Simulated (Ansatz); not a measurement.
**Zone-centre phonons of TaN at -1 GPa: input and output**

Theory: Ansatz, DFT LDA, scalar-relativistic, plane waves, PAW.

Launched with:
```bash
ansatz run input.yaml --threads 1 --pin off --max-ram 3072MiB --backend cpu --events-out ev --progress --plain --runs-dir out
```

Input (bare energies are in eV):
```yaml
crystal:
  lattice:
    - [2.9096091577, 0.0, 0.0]
    - [-1.4548045789, 2.5197954457, 0.0]
    - [0.0, 0.0, 2.8530281456]
  atoms:
    - { symbol: Ta, position: [0.3333333333, 0.6666666667, 0.5] }
    - { symbol: "N", position: [0.0, 0.0, 0.0] }
basis:
  ecutwfc: 420
kpoints:
  mp_grid: { grid: [18, 18, 14] }
hamiltonian:
  xc: lda
scf:
  occupations: { method: fermi_dirac, width: 0.15 }
output:
  eigenvalues: true
phonons:
  method: dfpt
  eigenvectors: true
```

The end of the output:
```
--- Phonons (Γ-DFPT): 4 representative perturbations + reference, on 728 of 4536 k-points (Σ response iterations 12) ---
  k mesh reduced under 4 symmetry operations, with k and −k counted as one. Each operation leaves every solved displacement unchanged or reverses it
  ASR residual: 1.152e-4 → 0.000e0 eV/Å²; symmetrization residual: 3.202e-7 eV/Å²
  ASR residual per site (eV/Å²): 1.15e-4 3.80e-5
  Γ frequencies (cm⁻¹): 0.00 0.00 0.00 539.18 539.18 565.68
  non-analytic LO–TO correction: not included (Born effective charges unavailable; polar crystals: no LO–TO splitting at Γ)
```

Time: 100 s on 1 thread of AMD EPYC (Zen 3) (shared host), peak memory 0.87 GiB.

In a metal, frequencies and elastic constants depend on the k mesh and the smearing, soft modes and shear constants most. Spin–orbit coupling is left out, which matters for heavy elements. A semilocal functional can close a gap that the real compound has.

This form isn't the usual stable structure of the compound.